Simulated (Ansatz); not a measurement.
A geometry of SiO$_{2}$ away from equilibrium: the start of the relaxation of a generated cell, SiO2 built in the rutile structure type. All values below come from r2SCAN (plane waves to 500 eV, PAW, scalar-relativistic; Ansatz, an electronic-structure program). Γ-centred k-mesh 6×6×8 on the run's cell (coarser than for final values), Fermi–Dirac smearing 0.05 eV.

```xyz
6
Lattice="4.3316 0.0000 0.0000 0.0000 4.3316 0.0000 0.0000 0.0000 2.7896" Properties=species:S:1:pos:R:3:forces:R:3 pbc="T T T" free_energy=-3558.720 pressure_GPa=-30.9
Si     0.0000     0.0000     0.0000    0.0000    0.0000    0.0000
Si     2.1658     2.1658     1.3948    0.0000    0.0000    0.0000
O      1.3210     1.3210     0.0000    0.5254    0.5254    0.0000
O      3.4867     0.8448     1.3948    0.5254   -0.5254    0.0000
O      0.8448     3.4867     1.3948   -0.5254    0.5254    0.0000
O      3.0106     3.0106     0.0000   -0.5254   -0.5254    0.0000
```

Positions in Å, forces in eV/Å, free energy of the cell in eV (comparable only within this code, potentials and settings). Largest force: 0.74 eV/Å, on O3, O4, O5, O6 (atoms numbered as listed); the geometry lies 0.10 eV/atom above the end of its relaxation.

No spin polarisation in the result.

The run could not lose the symmetry of its start.
